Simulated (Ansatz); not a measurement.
# Compressing Ti2FeS4: a fit and a missing row

Ti2FeS4, C2/m, a = 12.227 Å, b = 3.318 Å, c = 5.668 Å, β = 117.0°. The structure is a COD entry; whether it is the stable form wasn't checked. Ansatz: PBEsol, PAW, 420 eV, Γ-centred 12×12×8 mesh on 7 atoms, Gaussian smearing 0.10 eV; no spin polarisation. Shape and atoms are relaxed at each volume; pressure is positive in compression.

| V (Å³/atom) | P (GPa) |
| --- | --- |
| 12.882 | 20.37 |
| 13.321 | 13.95 |
| 13.760 | 8.52 |
| 14.199 | ? |
| 14.639 | 0.02 |
| 15.078 | -3.28 |
| 15.517 | -6.05 |
| 16.102 | -9.06 |

Task: Take V0 = 14.639 Å³/atom, count pressures from its P0 = 0.02 GPa, fit the third-order Birch–Murnaghan form to the other rows, and predict the missing pressure.

Result: With the Eulerian strain f = ½[(V0/V)^(2/3) − 1] and y = (P − P0)/[3f(1 + 2f)^(5/2)], the form is the line y = B0 + 1.5 B0 (B0′ − 4) f. Rows (f, y): 0.04449, 123.2; 0.03246, 122.2; 0.02107, 121.3; -0.00975, 118.5; -0.01904, 117.1; -0.03076, 115.3. Means f = 0.006412, y = 119.60; Σ(Δf)² = 0.004634, ΣΔfΔy = 0.4710; the slope is their ratio. y = 118.9 + 101.6 f GPa, so B0 = 118.9 GPa and B0′ = 4 + 2 × (101.6)/(3 × 118.9) = 4.57. At V = 14.199, f = 0.01028, y = 119.94 and P = 3.91 GPa. The run gave 3.92 GPa, so the fit is 0.01 GPa too low, within the rms miss on the fitted rows (0.02 GPa).

Spin polarisation was left out, and a magnetic state may lie lower.